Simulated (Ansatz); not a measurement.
LiF:
```
CELL_PARAMETERS angstrom
      3.29583     0.00000     0.00000
     -1.64791     2.85427     0.00000
      0.00000     0.00000     4.01729
ATOMIC_POSITIONS crystal
  Li 0.33333 0.66667 0.75000
  F  0.66667 0.33333 0.75000
  F  0.33333 0.66667 0.25000
  Li 0.66667 0.33333 0.25000
```

Relaxed with PBEsol. Special points in fractions of this cell's reciprocal vectors: Γ (0.000, 0.000, 0.000); M (0.500, 0.000, 0.000); K (0.333, 0.333, 0.000); A (0.000, 0.000, 0.500); L (0.500, 0.000, 0.500); H (0.333, 0.333, 0.500).

Q: List the band energies nearest the valence-band maximum at these points for PBEsol (plane waves, PAW; program Ansatz).

A: In eV from the valence-band maximum; about four levels below and three above (degenerate sets whole), none deeper than 8.9 eV; … stands for higher levels left out; points with the same levels are listed once.

| k | below | above |
|---|---|---|
| Γ | -1.26 -1.26 -0.47 -0.47 0.00 | 7.58 14.51 16.17 |
| M | -1.80 -1.02 -0.89 -0.47 | 10.25 13.37 14.89 |
| K | -1.33 -1.33 -1.13 -1.13 -0.77 | 10.87 14.75 14.75 |
| A | -0.86 -0.86 -0.86 -0.86 | 10.09 10.09 … |
| L | -1.17 -1.17 -0.39 -0.39 | 10.77 10.77 … |
| H | -1.81 -1.81 -0.12 -0.12 | 12.01 12.01 … |

Space group P6_3/mmc. The start of the workflow was typed in or built on a structure type; neither database checked (COD, Materials Project) lists it. It is not the phase usual at ambient conditions (space group No. 225). Symmetry was held in the PBEsol relaxation; its stability against distortions is not shown here.

Potentials: the later of the program's two PAW sets.
